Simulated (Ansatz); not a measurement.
Density of states of TiGa3

```
CELL_PARAMETERS angstrom
-1.89450 1.89450 4.36700
1.89450 -1.89450 4.36700
1.89450 1.89450 -4.36700
ATOMIC_POSITIONS crystal
Ti 0.00000 0.00000 0.00000
Ga 0.50000 0.50000 0.00000
Ga 0.75000 0.25000 0.50000
Ga 0.25000 0.75000 0.50000
```

The geometry is COD entry 1522707, unchecked; take it as a test cell.

Spin polarisation is left out, and whether a magnetic state lies lower isn't shown here.

All numbers below come from DFT, PBEsol, all-electron LAPW, scalar-relativistic in Ansatz 0.2.0.

Settings: a Γ-centred 14×14×14 k mesh, Fermi–Dirac smearing of 0.05 eV, basis error target 0.5 meV/atom, no spin polarisation.

States per eV and cell, averaged over 0.6 eV, from -5.8 to 2.4 eV, with energies (bin centres) from the Fermi level; empty bins are left out. The partial columns, the largest 3 alone, are projections on Löwdin-orthogonalised atomic shells (those that the program's projection atoms carry: the occupied ones and, for some elements, an empty d or f shell; other empty shells have no column), summed over atoms of an element. Weights on diffuse s and p shells depend on that basis and aren't pure angular character.

| E (eV) | total | Ti 3d | Ga 4p | Ga 4s |
| --- | --- | --- | --- | --- |
| -5.6 | 1.12 | 0.10 | 0.49 | 0.48 |
| -5.0 | 1.13 | 0.12 | 0.46 | 0.49 |
| -4.4 | 1.04 | 0.13 | 0.41 | 0.46 |
| -3.8 | 0.92 | 0.11 | 0.46 | 0.30 |
| -3.2 | 1.33 | 0.21 | 0.88 | 0.19 |
| -2.6 | 1.54 | 0.30 | 0.95 | 0.23 |
| -2.0 | 1.86 | 0.47 | 1.11 | 0.22 |
| -1.4 | 2.83 | 1.07 | 1.52 | 0.18 |
| -0.8 | 2.44 | 1.28 | 0.98 | 0.13 |
| -0.2 | 1.94 | 1.28 | 0.55 | 0.07 |
| 0.4 | 1.18 | 0.91 | 0.22 | 0.03 |
| 1.0 | 1.61 | 1.12 | 0.31 | 0.14 |
| 1.6 | 4.30 | 3.06 | 0.71 | 0.37 |
| 2.2 | 3.62 | 1.90 | 0.86 | 0.69 |

Q: Which of the resolved shells contributes most within 0.3 eV of the Fermi level?

A: Ti 3d, with 69 % of all states there; Ga 4p follows with 26 %.

Q: Where is the centre of the filled Ti 3d states between -14 eV and the top of the filled states?

A: -1.71 eV from the Fermi level.
